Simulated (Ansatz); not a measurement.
The relaxed structure here is a generated cell of ZrGe: the first start was made by placing the elements on the sites of a structure type, and the end was not matched to a known phase here, so it may be hypothetical.

The start is a generated cell, ZrGe placed in the NiAs structure type. A full variable-cell relaxation at zero pressure is run with r2SCAN (plane waves to 500 eV, PAW, scalar-relativistic; Ansatz, a first-principles code). The first steps use a coarse 6×6×4 k-mesh.

The start:
```yaml
crystal:
  lattice:
    - [4.49721, 0.00000, 0.00000]
    - [-2.24860, 3.89470, 0.00000]
    - [0.00000, 0.00000, 6.26801]
  atoms:
    - { symbol: Zr, position: [0.00000, 0.00000, 0.00000] }
    - { symbol: Zr, position: [0.00000, 0.00000, 0.50000] }
    - { symbol: Ge, position: [0.33333, 0.66667, 0.25000] }
    - { symbol: Ge, position: [0.66667, 0.33333, 0.75000] }
```

| Property | Result |
|---|---|
| Initial pressure | -13 GPa (negative: the cell is under tension) |
| Outcome | The space group stays P6₃/mmc (No. 194) (the run could not lower it); the end is NiAs type, with 4 atoms in the primitive cell |
| Energy released | 0.54 eV/atom |
| Optimiser moves | 12 |

Final structure:

```cif
data_Ge2Zr2
_chemical_formula_sum 'Zr2 Ge2'
_space_group_name_H-M_alt 'P63/mmc'
_space_group_IT_number 194
_space_group_name_Hall '-P 6c 2c'
_cell_length_a 3.82484
_cell_length_b 3.82484
_cell_length_c 6.78180
_cell_angle_alpha 90.000
_cell_angle_beta 90.000
_cell_angle_gamma 120.000
loop_
_atom_site_label
_atom_site_type_symbol
_atom_site_symmetry_multiplicity
_atom_site_Wyckoff_symbol
_atom_site_fract_x
_atom_site_fract_y
_atom_site_fract_z
_atom_site_occupancy
Zr1 Zr 2 a 0.00000 0.00000 0.00000 1
Ge1 Ge 2 c 0.33333 0.66667 0.25000 1
```

Final values are on a 14×14×7 k-mesh of the relaxed cell. No spin polarisation in the result.

The run could not lose the symmetry of its start; a randomly shaken copy of 8 atoms returns to this structure.

All atoms sit on sites fixed by symmetry, so only the cell could relax.
